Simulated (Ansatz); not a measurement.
ZnIn$_{2}$O$_{4}$:
```yaml
crystal:
  lattice:
    - [0.00000, 4.46374, 4.46374]
    - [4.46374, 0.00000, 4.46374]
    - [4.46374, 4.46374, 0.00000]
  atoms:
    - { symbol: In, position: [0.62500, 0.62500, 0.62500] }
    - { symbol: In, position: [0.12500, 0.62500, 0.62500] }
    - { symbol: In, position: [0.62500, 0.12500, 0.62500] }
    - { symbol: In, position: [0.62500, 0.62500, 0.12500] }
    - { symbol: Zn, position: [0.25000, 0.25000, 0.25000] }
    - { symbol: Zn, position: [0.00000, 0.00000, 0.00000] }
    - { symbol: O, position: [0.86901, 0.86901, 0.86901] }
    - { symbol: O, position: [0.39297, 0.86901, 0.86901] }
    - { symbol: O, position: [0.86901, 0.39297, 0.86901] }
    - { symbol: O, position: [0.86901, 0.86901, 0.39297] }
    - { symbol: O, position: [0.38099, 0.38099, 0.38099] }
    - { symbol: O, position: [0.85703, 0.38099, 0.38099] }
    - { symbol: O, position: [0.38099, 0.85703, 0.38099] }
    - { symbol: O, position: [0.38099, 0.38099, 0.85703] }
```

Relaxed with r²SCAN. DFT-r²SCAN in the program Ansatz with PAW potentials gives a gap of 1.92 eV.

Q: What gap does HSE06 give on the same cell (Ansatz, PAW)?

A: 2.95 eV, 1.03 eV more. The hybrid was solved on a coarser mesh and at special points; the gap given is the minimum over both.

| k | v1 r²SCAN | c1 r²SCAN | v1 HSE06 | c1 HSE06 |
|---|---|---|---|---|
| Γ | -0.01 | 1.92 | -0.01 | 2.95 |
| X | -0.12 | 5.50 | [?] | [?] |
| L | 0.00 | 4.62 | [?] | [?] |
| W | -0.17 | 5.83 | [?] | [?] |
| K | -0.03 | 5.59 | [?] | [?] |

Q: Top valence (v1) and lowest conduction level (c1) in eV from each method's valence maximum (which need not be a listed point): supply the withheld HSE06 values.

A: 
- K, v1 HSE06: -0.03
- K, c1 HSE06: 6.72
- X, v1 HSE06: -0.11
- X, c1 HSE06: 6.63
- L, v1 HSE06: 0.00
- L, c1 HSE06: 5.70
- W, v1 HSE06: -0.18
- W, c1 HSE06: 6.96

Cost on shared cores: the r²SCAN run (SCF on a 6×6×6 mesh, then bands and DOS) very roughly 3 core-minutes, the HSE06 run (SCF on 3×3×3, then a few points) very roughly 7 core-minutes; the tasks are unlike.

Space group Fd-3m (spinel). The cell is a constructed one: a structure type filled with these elements; the Crystallography Open Database copy checked does not list it. Whether it is the stable phase at ambient conditions was not checked. The cell was relaxed with r²SCAN under the symmetry of its start; whether a distortion lowers the energy is not shown. Spin–orbit coupling is left out wherever it is not named.

Potentials: the earlier of the program's two PAW sets. The files were generated under PBE; for other functionals the program regenerates the frozen cores, and for LDA and PBEsol the local potential too.
